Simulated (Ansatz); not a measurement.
Na₂Te, in the lowest among the structures calculated here: Fm-3m (No. 225), cF12, anti-fluorite type; a = b = c = 7.2460 Å, α = β = γ = 90.00°; Na 8c (0.250, 0.250, 0.250); Te 4a (0.000, 0.000, 0.000). These are PBEsol (plane waves to 420 eV, PAW, scalar-relativistic; Ansatz, a quantum-chemistry and plane-wave program) values and carry that method's errors. Element references, the lowest calculated here: Te (P3₁21), Na (P6₃/mmc, not the ambient form).

Q: What formation energy of this Fm-3m form of Na2Te from the elements does PBEsol give?

A: -0.90 eV/atom.

Static energies, no anion corrections, no zero-point energy. Values are rounded to 0.01 eV/atom. Spin-orbit coupling is missing from these energies, which matters for elements this heavy. The compounds carry no spin polarisation.
